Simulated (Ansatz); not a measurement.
**Zone-centre phonons of HgTe at 35 GPa: input and output**

These are results of Ansatz 0.2.0, DFT LDA, scalar-relativistic, plane waves, PAW, not measurements.

Launched with:
```bash
ansatz run input.yaml --threads 1 --pin off --max-ram 3072MiB --backend cpu --events-out ev --progress --plain --runs-dir out
```

Input (bare energies are in eV):
```yaml
crystal:
  lattice:
    - [0.0, 2.8884907004, 2.8884907004]
    - [2.8884907004, 0.0, 2.8884907004]
    - [2.8884907004, 2.8884907004, 0.0]
  atoms:
    - { symbol: Hg, position: [0.0, 0.0, 0.0] }
    - { symbol: Te, position: [0.75, 0.75, 0.75] }
basis:
  ecutwfc: 420
kpoints:
  mp_grid: { grid: [12, 12, 12] }
hamiltonian:
  xc: lda
scf:
  occupations: { method: fermi_dirac, width: 0.15 }
output:
  eigenvalues: true
phonons:
  method: dfpt
  eigenvectors: true
```

The end of the output:
```
--- Phonons (Γ-DFPT): 2 representative perturbations + reference, on 163 of 1728 k-points (Σ response iterations 6) ---
  k mesh reduced under 8 symmetry operations, with k and −k counted as one. Each operation leaves every solved displacement unchanged or reverses it
  ASR residual: 4.037e-5 → 0.000e0 eV/Å²; symmetrization residual: 2.639e-5 eV/Å²
  ASR residual per site (eV/Å²): 4.28e-6 4.04e-5
  Γ frequencies (cm⁻¹): 0.00 0.00 0.00 215.19 215.19 215.19
  non-analytic LO–TO correction: not included (Born effective charges unavailable; polar crystals: no LO–TO splitting at Γ)
```

It took 27 s on 1 thread of Intel(R) Xeon(R) 6975P-C (Granite Rapids), on a shared host, peak memory 0.76 GiB.

Without a gap, frequencies and elastic constants depend on the k mesh and the smearing, soft modes and shear constants most. Spin–orbit coupling is left out, which can shift energies with elements as heavy as these. Other phases may be more stable at this pressure.

The bands only touch here, so at this level the crystal is a zero-gap semiconductor or semimetal, not an ordinary metal; spin–orbit coupling, left out, moves these levels but leaves zinc-blende mercury chalcogenides without a gap.